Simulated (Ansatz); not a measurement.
Trial structure of Hf₅S, not yet relaxed:

```
Hf S
1.0
     3.12474    0.00000    0.00000
     0.00000    3.12474    0.00000
     0.00000    0.00000   13.23629
Hf S
5 1
Direct
  0.50000 0.50000 0.33448
  0.50000 0.50000 0.66552
  0.00000 0.00000 0.17599
  0.00000 0.00000 0.82401
  0.00000 0.00000 0.50000
  0.50000 0.50000 0.00000
```

Method: DFT PBE, scalar-relativistic, plane waves, PAW (Ansatz). Settings: cutoff 420 eV, Γ-centred mesh 6×6×2 on the computed 6-atom cell, Gaussian smearing of 0.10 eV; no spin polarisation.

Energies over the elements count from the elements' standard structures at the same level, with no fitted energy shifts.

Problem. Estimate its pressure, forces and energy as it stands.

Solution. The pressure is 1.4 GPa (the mean over three directions, positive in compression), the largest force is 2.04 eV/Å, and the energy is −0.03 eV/atom against the elements. The shortest distance is 3.05 Å.

Problem. Is it a good guess?

Solution. A rough one: relaxing gains about 0.25 eV/atom (the start's value is from the coarse mesh, so the gain is rough) in 12 ionic steps and ends at −0.28 eV/atom on the finer mesh. The symmetry stays P4/mmm (No. 123). The volume per atom shrinks by 3.4 %, from 21.5 to 20.8 Å³. The shortest distance goes from 3.05 Å (Hf–Hf) to 2.83 Å (Hf–S). Conventional cell: a = 3.174 Å, c = 12.392 Å. Around Hf on a site of symmetry 4mm lie 12 Hf at 3.17–3.18 Å; around Hf on a second site of symmetry 4mm lie 4 S at 2.83 Å, 8 Hf at 3.17–3.18 Å and 1 Hf at 3.43 Å; S is surrounded by 8 Hf at 2.83 Å and 4 S at 3.17 Å; 1 more site not described.

The last run used a 12×12×4 mesh (in the run's order of axes) for its 6-atom cell and Gaussian smearing of 0.10 eV. These runs have no spin–orbit coupling, which can matter for Hf. The cell is a metal run without spin; a magnetic state may lie lower. The reference form of S is held partly by dispersion forces, which this level lacks. The relaxation can't lower the symmetry of the start, and the grade says only how near the guess is to its own end. Symmetry constrained the relaxation, so the result can be a saddle point.
